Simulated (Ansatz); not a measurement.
Data:

La2O3:
```cif
data_La2O3
_chemical_formula_sum 'La2 O3'
_space_group_name_H-M_alt 'P 1'
_space_group_IT_number 1
_cell_length_a 3.88312
_cell_length_b 3.88312
_cell_length_c 5.95097
_cell_angle_alpha 90.000
_cell_angle_beta 90.000
_cell_angle_gamma 120.000
loop_
_space_group_symop_operation_xyz
  'x, y, z'
loop_
_atom_site_label
_atom_site_type_symbol
_atom_site_fract_x
_atom_site_fract_y
_atom_site_fract_z
_atom_site_occupancy
La1 La 0.66667 0.33333 0.75603 1
La2 La 0.33333 0.66667 0.24397 1
O1 O 0.66667 0.33333 0.35341 1
O2 O 0.33333 0.66667 0.64659 1
O3 O 0.00000 0.00000 0.00000 1
```

This is the LDA-relaxed structure.

Question: All from LDA (plane waves, PAW; program Ansatz), unless another level is named. Give the Poisson's ratio.

Answer: 0.34.

Question: Predict the highest zone-centre frequency (without LO–TO term).

Answer: 13.41 THz.

Space group P-3m1 (La2O3 or Ni2Al3 type). The LDA relaxation kept the symmetry of its start; phonons on a q-mesh show no instability. Scalar-relativistic: spin–orbit coupling is off unless named, which matters more the heavier the elements.

Potentials: the earlier of the program's two PAW sets.
